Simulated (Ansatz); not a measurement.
A relaxation computed with Ansatz, from input to last step.

```yaml
crystal:
  lattice:
    - [0.0, 4.6696770041, 4.6696770041]
    - [4.6696770041, 0.0, 4.6696770041]
    - [4.6696770041, 4.6696770041, 0.0]
  atoms:
    - { symbol: Cs, position: [0.625, 0.625, 0.625] }
    - { symbol: Cs, position: [0.125, 0.625, 0.625] }
    - { symbol: Cs, position: [0.625, 0.625, 0.125] }
    - { symbol: Cs, position: [0.625, 0.125, 0.625] }
    - { symbol: Co, position: [0.0, 0.0, 0.0], spin: 2.09 }
    - { symbol: Co, position: [0.25, 0.25, 0.25], spin: 2.09 }
basis:
  ecutwfc: 420
kpoints:
  mp_grid: { grid: [4, 4, 4] }
hamiltonian:
  xc: pbe
scf:
  occupations: { method: gaussian, width: 0.1 }
  lower_state_search: "off"
output:
  forces: true
  stress: true
  eigenvalues: true
  populations: true
magnetization:
  spin_polarized: true
relax:
  adjacent_minimum: "off"
  f_tol: 0.04
  max_steps: 70
  cell: { stress_tol: 0.4 }
```

```bash
ansatz run input.yaml --threads 1 --pin off --max-ram 2560MiB --backend cpu --events-out ev --progress --plain --runs-dir out
```

All numbers below come from DFT PBE, scalar-relativistic, plane waves, PAW (Ansatz).

Of 10 frames 10 are shown, positions in Å and forces in eV/Å; the SCF threshold varies from step to step. Steps run on the plane waves of an earlier cell, with a Pulay correction in the pressure. The basis is chosen afresh for the last frame, the zero of the energies, and at times for earlier ones too; energy and pressure step there, also at an unchanged geometry. Here that happened at steps 5 (-19 meV/atom, 0.9 GPa), 10 (-9 meV/atom, 0.3 GPa); the frames before carry an error of that size.

```xyz
6
Lattice="0.0000 4.6697 4.6697 4.6697 0.0000 4.6697 4.6697 4.6697 0.0000" Properties=species:S:1:pos:R:3:forces:R:3 pbc="T T T" step=1 free_energy_over_end_meV_per_atom=235.38 pressure_GPa=5.06
Cs    5.8371    5.8371    5.8371    0.0000    0.0000    0.0000
Cs    5.8371    3.5023    3.5023    0.0000    0.0000    0.0000
Cs    3.5023    3.5023    5.8371    0.0000    0.0000    0.0000
Cs    3.5023    5.8371    3.5023    0.0000    0.0000    0.0000
Co    0.0000    0.0000    0.0000    0.0000    0.0000    0.0000
Co    2.3348    2.3348    2.3348    0.0000    0.0000    0.0000
6
Lattice="0.0000 4.8843 4.8843 4.8843 0.0000 4.8843 4.8843 4.8843 0.0000" Properties=species:S:1:pos:R:3:forces:R:3 pbc="T T T" step=2 free_energy_over_end_meV_per_atom=125.51 pressure_GPa=2.44
Cs    6.1053    6.1053    6.1053    0.0000    0.0000    0.0000
Cs    6.1053    3.6632    3.6632    0.0000    0.0000    0.0000
Cs    3.6632    3.6632    6.1053    0.0000    0.0000    0.0000
Cs    3.6632    6.1053    3.6632    0.0000    0.0000    0.0000
Co    0.0000    0.0000    0.0000    0.0000    0.0000    0.0000
Co    2.4421    2.4421    2.4421    0.0000    0.0000    0.0000
6
Lattice="0.0000 5.1119 5.1119 5.1119 0.0000 5.1119 5.1119 5.1119 0.0000" Properties=species:S:1:pos:R:3:forces:R:3 pbc="T T T" step=3 free_energy_over_end_meV_per_atom=75.64 pressure_GPa=0.46
Cs    6.3899    6.3899    6.3899    0.0000    0.0000    0.0000
Cs    6.3899    3.8339    3.8339    0.0000    0.0000    0.0000
Cs    3.8339    3.8339    6.3899    0.0000    0.0000    0.0000
Cs    3.8339    6.3899    3.8339    0.0000    0.0000    0.0000
Co    0.0000    0.0000    0.0000    0.0000    0.0000    0.0000
Co    2.5560    2.5560    2.5560    0.0000    0.0000    0.0000
6
Lattice="0.0000 5.1709 5.1709 5.1709 0.0000 5.1709 5.1709 5.1709 0.0000" Properties=species:S:1:pos:R:3:forces:R:3 pbc="T T T" step=4 free_energy_over_end_meV_per_atom=73.63 pressure_GPa=-0.01
Cs    6.4636    6.4636    6.4636    0.0000    0.0000    0.0000
Cs    6.4636    3.8782    3.8782    0.0000    0.0000    0.0000
Cs    3.8782    3.8782    6.4636    0.0000    0.0000    0.0000
Cs    3.8782    6.4636    3.8782    0.0000    0.0000    0.0000
Co    0.0000    0.0000    0.0000    0.0000    0.0000    0.0000
Co    2.5854    2.5854    2.5854    0.0000    0.0000    0.0000
6
Lattice="0.0000 5.1709 5.1709 5.1709 0.0000 5.1709 5.1709 5.1709 0.0000" Properties=species:S:1:pos:R:3:forces:R:3 pbc="T T T" step=5 free_energy_over_end_meV_per_atom=54.24 pressure_GPa=0.87
Cs    6.4636    6.4636    6.4636    0.0000    0.0000    0.0000
Cs    6.4636    3.8782    3.8782    0.0000    0.0000    0.0000
Cs    3.8782    3.8782    6.4636    0.0000    0.0000    0.0000
Cs    3.8782    6.4636    3.8782    0.0000    0.0000    0.0000
Co    0.0000    0.0000    0.0000    0.0000    0.0000    0.0000
Co    2.5854    2.5854    2.5854    0.0000    0.0000    0.0000
6
Lattice="0.0000 5.2835 5.2835 5.2835 0.0000 5.2835 5.2835 5.2835 0.0000" Properties=species:S:1:pos:R:3:forces:R:3 pbc="T T T" step=6 free_energy_over_end_meV_per_atom=38.05 pressure_GPa=0.89
Cs    6.6044    6.6044    6.6044    0.0000    0.0000    0.0000
Cs    6.6044    3.9626    3.9626    0.0000    0.0000    0.0000
Cs    3.9626    3.9626    6.6044    0.0000    0.0000    0.0000
Cs    3.9626    6.6044    3.9626    0.0000    0.0000    0.0000
Co    0.0000    0.0000    0.0000    0.0000    0.0000    0.0000
Co    2.6418    2.6418    2.6418    0.0000    0.0000    0.0000
6
Lattice="0.0000 5.5111 5.5111 5.5111 0.0000 5.5111 5.5111 5.5111 0.0000" Properties=species:S:1:pos:R:3:forces:R:3 pbc="T T T" step=7 free_energy_over_end_meV_per_atom=12.57 pressure_GPa=0.38
Cs    6.8889    6.8889    6.8889    0.0000    0.0000    0.0000
Cs    6.8889    4.1334    4.1334    0.0000    0.0000    0.0000
Cs    4.1334    4.1334    6.8889    0.0000    0.0000    0.0000
Cs    4.1334    6.8889    4.1334    0.0000    0.0000    0.0000
Co    0.0000    0.0000    0.0000    0.0000    0.0000    0.0000
Co    2.7556    2.7556    2.7556    0.0000    0.0000    0.0000
6
Lattice="0.0000 5.7078 5.7078 5.7078 0.0000 5.7078 5.7078 5.7078 0.0000" Properties=species:S:1:pos:R:3:forces:R:3 pbc="T T T" step=8 free_energy_over_end_meV_per_atom=11.38 pressure_GPa=-0.32
Cs    7.1347    7.1347    7.1347    0.0000    0.0000    0.0000
Cs    7.1347    4.2808    4.2808    0.0000    0.0000    0.0000
Cs    4.2808    4.2808    7.1347    0.0000    0.0000    0.0000
Cs    4.2808    7.1347    4.2808    0.0000    0.0000    0.0000
Co    0.0000    0.0000    0.0000    0.0000    0.0000    0.0000
Co    2.8539    2.8539    2.8539    0.0000    0.0000    0.0000
6
Lattice="0.0000 5.6144 5.6144 5.6144 0.0000 5.6144 5.6144 5.6144 0.0000" Properties=species:S:1:pos:R:3:forces:R:3 pbc="T T T" step=9 free_energy_over_end_meV_per_atom=8.62 pressure_GPa=0.06
Cs    7.0179    7.0179    7.0179    0.0000    0.0000    0.0000
Cs    7.0179    4.2108    4.2108    0.0000    0.0000    0.0000
Cs    4.2108    4.2108    7.0179    0.0000    0.0000    0.0000
Cs    4.2108    7.0179    4.2108    0.0000    0.0000    0.0000
Co    0.0000    0.0000    0.0000    0.0000    0.0000    0.0000
Co    2.8072    2.8072    2.8072    0.0000    0.0000    0.0000
6
Lattice="0.0000 5.6144 5.6144 5.6144 0.0000 5.6144 5.6144 5.6144 0.0000" Properties=species:S:1:pos:R:3:forces:R:3 pbc="T T T" step=10 free_energy_over_end_meV_per_atom=0.00 pressure_GPa=0.38
Cs    7.0179    7.0179    7.0179    0.0000    0.0000    0.0000
Cs    7.0179    4.2108    4.2108    0.0000    0.0000    0.0000
Cs    4.2108    4.2108    7.0179    0.0000    0.0000    0.0000
Cs    4.2108    7.0179    4.2108    0.0000    0.0000    0.0000
Co    0.0000    0.0000    0.0000    0.0000    0.0000    0.0000
Co    2.8072    2.8072    2.8072    0.0000    0.0000    0.0000
```

The start puts this composition into another compound's structure type, which needn't suit it. The cell swells from 33.9 to 59.0 Å³ an atom, so the end can be far from any stable crystal. At the end the space group is Fd-3m (tolerance 0.05 Å).

The run took 3.3 min on 1 thread of Arm Neoverse V1, on a shared host, peak memory 0.77 GiB.

The k mesh is coarse. Spin-orbit coupling is left out, which matters for the bands of heavy elements.